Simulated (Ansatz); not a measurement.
Values for one crystal, relaxed and computed with r²SCAN in the plane-wave PAW code Ansatz; other levels are named.

| Item | Value |
|---|---|
| Volume per atom | 22.41 Å³ |
| Electronic character | metallic (no gap) |
| Formation energy from the elements (no fitted shifts) | -0.046 eV/atom |
| Density of states at the Fermi level | 0.42 states/eV per atom (mean over ±0.08 eV) |

Question: Which of these materials gives this?
(A) EuIr2, cubic Laves (MgCu2 type)
(B) AgPt3, Cu3Au type
(C) In2Ag, I4/mcm (In on 8h, Ag on 4a)
(D) Li3Ag, Fm-3m (Li on 8c, Li on 4b, Ag on 4a)

Answer: C, In2Ag, I4/mcm (In on 8h, Ag on 4a)

The workflow started from a Materials Project entry (that database holds measured and hypothetical structures alike); the Crystallography Open Database files this formula in space group No. 140, but the cells were not matched. Its standing as an ambient phase is unchecked. The r²SCAN relaxation kept the symmetry of its start; whether a distortion lowers the energy is not shown. No spin polarisation was allowed. The references are the lowest solids computed at this level, not always the standard phases. Spin–orbit coupling is left out wherever it is not named.

Potentials: the later of the program's two PAW sets.
